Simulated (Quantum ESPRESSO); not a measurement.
Kohn-Sham bands of ZnHgTe$_{2}$ (P-4m2)

```yaml
crystal:
  lattice:
    - [4.47306, 0.00000, 0.00000]
    - [0.00000, 4.47306, 0.00000]
    - [0.00000, 0.00000, 6.38006]
  atoms:
    - { symbol: Zn, position: [0.50000, 0.50000, 0.50000] }
    - { symbol: Hg, position: [0.00000, 0.00000, 0.00000] }
    - { symbol: Te, position: [0.00000, 0.50000, 0.27228] }
    - { symbol: Te, position: [0.50000, 0.00000, 0.72772] }
```

Structure: Materials Project mp-1215403, symmetrised, not relaxed again. Not found in the COD (Crystallography Open Database) copy used; not checked further. Computed values, not measurements, from PBEsol: Quantum ESPRESSO (norm-conserving PseudoDojo potentials, cutoff 68 Ry, spinors with spin-orbit coupling) on a Γ-centred 4×4×4 mesh, then Wannier90. Density: 8×8×6 mesh, cold smearing 0.01 Ry. With spin-orbit coupling a semilocal functional can close or falsely invert a small gap; the band order was not checked against a better method. The gap is small at this level and was sampled on the meshes and a path alone.

Problem. List the Kohn-Sham levels between −8 and 3.1 eV relative to the valence-band maximum at the high-symmetry points, as a band run of pw.x on that density gives them (levels within 2 meV counted together).

Solution. 
```json
[
 {"point": "Γ", "k (reciprocal lattice)": "0.000 0.000 0.000", "levels (eV)": "-7.97 (×2), -7.84 (×2), -7.33 (×2), -7.22 (×2), -7.03 (×2), -6.98 (×2), -6.88 (×2), -6.28 (×2), -6.25 (×2), -5.94 (×2), -5.31 (×2), -2.59 (×2), -2.28 (×2), -0.84 (×2), -0.19 (×2), -0.03 (×2), 0.09 (×2), 1.85 (×2), 2.36 (×2)"},
 {"point": "X", "k (reciprocal lattice)": "0.000 0.500 0.000", "levels (eV)": "-7.94 (×2), -7.77 (×2), -7.30 (×2), -7.22 (×2), -7.00 (×2), -6.91 (×2), -6.87 (×2), -6.35 (×2), -6.19 (×2), -5.97 (×2), -4.77 (×2), -4.28 (×2), -2.87 (×2), -2.55 (×2), -1.44 (×2), -0.90 (×2), 2.22 (×2), 2.43 (×2)"},
 {"point": "M", "k (reciprocal lattice)": "0.500 0.500 0.000", "levels (eV)": "-7.83 (×2), -7.74 (×2), -7.26 (×2), -7.17 (×2), -6.99 (×2), -6.87 (×2), -6.82 (×2), -6.27 (×2), -6.09 (×2), -5.94 (×2), -5.22 (×2), -5.13 (×2), -2.61 (×2), -2.41 (×2), -2.21 (×2), -2.15 (×2), 1.09 (×2), 2.11 (×2), 2.27 (×2), 2.57 (×2)"},
 {"point": "Z", "k (reciprocal lattice)": "0.000 0.000 0.500", "levels (eV)": "-7.96 (×2), -7.90 (×2), -7.32 (×2), -7.30 (×2), -7.04 (×2), -6.96 (×2), -6.91 (×2), -6.44 (×2), -6.20 (×2), -6.08 (×2), -3.84 (×2), -2.99 (×2), -1.88 (×2), -1.77 (×2), -1.20 (×2), -1.12 (×2), 2.02 (×2), 2.03 (×2), 2.89 (×2), 3.06 (×2)"},
 {"point": "R", "k (reciprocal lattice)": "0.000 0.500 0.500", "levels (eV)": "-7.93 (×2), -7.74 (×2), -7.28 (×2), -7.21 (×2), -6.99 (×2), -6.92 (×2), -6.84 (×2), -6.26 (×2), -6.02 (×2), -5.91 (×2), -5.54 (×2), -5.23 (×2), -1.59 (×2), -1.35 (×2), -0.98 (×2), -0.66 (×2), 0.56 (×2), 1.22 (×2)"},
 {"point": "A", "k (reciprocal lattice)": "0.500 0.500 0.500", "levels (eV)": "-7.82 (×2), -7.72 (×2), -7.28 (×2), -7.15 (×2), -6.97 (×2), -6.84 (×2), -6.83 (×2), -6.13 (×2), -6.03 (×2), -5.85 (×2), -5.35 (×2), -5.08 (×2), -3.10 (×2), -2.82 (×2), -2.64 (×2), -2.54 (×2), 2.96 (×2)"}
]
```
